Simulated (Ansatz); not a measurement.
System: InP (zinc blende type), 2 atoms in the cell.

The calculation used PBE, plane waves, PAW datasets (earlier set, tuned by hand) (Ansatz).

Cutoff 710 eV; k-mesh 6×6×6 Γ-centred; Fermi–Dirac smearing of 0.02 eV; no spin polarisation; no spin–orbit coupling.

```xyz
2
Lattice="0.0000 2.9800 2.9800 2.9800 0.0000 2.9800 2.9800 2.9800 0.0000" Properties=species:S:1:pos:R:3 pbc="T T T"
In    0.0000    0.0000    0.0000
P     1.4900    1.4900    1.4900
```

Is the cell under compression or tension, and by how much?

The pressure is -0.02 GPa, close to zero.

The stress includes the program's correction for the finite plane-wave basis.
